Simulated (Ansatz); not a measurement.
A structure of KTaO3 relaxed with PBEsol (plane waves to 420 eV, PAW, scalar-relativistic; Ansatz, a first-principles code); single points at other levels follow on the same geometry (Ansatz, PAW; PBEsol+SOC at 420 eV on a 8×8×8 k-mesh; spin-orbit coupling only where +SOC is written). Space group Pm-3m (No. 221).

```
KTaO3
1.0
    3.98419     0.00000     0.00000
    0.00000     3.98419     0.00000
    0.00000     0.00000     3.98419
K Ta O
1 1 3
Direct
  0.00000   0.00000   0.00000
  0.50000   0.50000   0.50000
  0.00000   0.50000   0.50000
  0.50000   0.50000   0.00000
  0.50000   0.00000   0.50000
```

```json
[
 {"level": "PBEsol", "gap (eV)": "2.15", "kind": "indirect", "conduction minimum": "Γ"},
 {"level": "PBEsol+SOC", "gap (eV)": "___", "kind": "___", "conduction minimum": "___"}
]
```

Q: Some entries are withheld; supply them.

A: 
- PBEsol+SOC, gap (eV): 2.01
- PBEsol+SOC, kind: indirect
- PBEsol+SOC, conduction minimum: Γ

The shift from spin-orbit coupling is approximate. No spin polarisation in the result.

The run could not lose the symmetry of its start; a randomly shaken copy of 5 atoms returns to this structure.

All atoms sit on sites fixed by symmetry, so only the cell could relax.
